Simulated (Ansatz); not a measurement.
Consider the following.

AlBN2:
```xyz
8
Lattice="-2.0439 2.0439 3.8090 2.0439 -2.0439 3.8090 2.0439 2.0439 -3.8090" Properties=species:S:1:pos:R:3 pbc="T T T"
Al     0.0000     0.0000     0.0000
Al     0.0000     2.0439     1.9045
B      0.0000     0.0000     3.8090
B      2.0439     0.0000     1.9045
N      1.2544     1.0220     0.9523
N      1.0220     2.8335    -0.9523
N      0.7895     1.0220     4.7613
N      1.0220    -0.7895     2.8568
```

This is the PBEsol-relaxed structure.

Problem. All from plane-wave PAW PBEsol (Ansatz code), unless another level is named. Estimate the zero-point energy.

Solution. 118.1 meV/atom.

Problem. Predict the Young's modulus.

Solution. 435 GPa.

Problem. And the vibrational entropy at 300 K?

Solution. 7.4 J/(K·mol of atoms).

Space group I-42d (chalcopyrite). The start of the workflow was typed in or built on a structure type; neither database checked (COD, Materials Project) lists it. Whether it is the stable phase at ambient conditions was not checked. The PBEsol relaxation kept the symmetry of its start; phonons on a q-mesh show no instability. The volume moved by -19 % from the start of the relaxation.

Potentials: the later of the program's two PAW sets.
